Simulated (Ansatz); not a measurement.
# VN2: dependence on the functional

Method: plane-wave DFT with PAW (Ansatz). The atoms stay where they are, in a cell that isn't relaxed at these levels; pressure is positive in compression.

```xyz
6
Lattice="-2.1507 2.1507 2.4914 2.1507 -2.1507 2.4914 2.1507 2.1507 -2.4914" Properties=species:S:1:pos:R:3 pbc="T T T"
V     0.0000    0.0000    1.2457
V     0.0000    0.0000    3.7370
N     2.6459    0.4951    0.0000
N     1.6556    0.4951    2.4914
N    -0.4951    1.6556    2.4914
N     0.4951    1.6556    0.0000
```

* occupation rule: Gaussian smearing, 0.1 eV
* spin treatment: unpolarised

| functional | mesh | cutoff (eV) | gap on mesh (eV) | P (GPa) | largest force (eV/Å) |
| --- | --- | --- | --- | --- | --- |
| PBE | 12×12×12 | 420 | metal | -0.9 | 0.412 |
| PBEsol | 12×12×12 | 420 | metal | -11.6 | 0.460 |

Problem. What do the runs give for LDA, r2SCAN?

Solution. They give:

```json
{"functional": "LDA", "mesh": "12×12×12", "cutoff (eV)": "420", "gap on mesh (eV)": "metal", "P (GPa)": "-19.9", "largest force (eV/Å)": "0.684"}
{"functional": "r2SCAN", "mesh": "12×12×12", "cutoff (eV)": "500", "gap on mesh (eV)": "metal", "P (GPa)": "-6.3", "largest force (eV/Å)": "0.375"}
```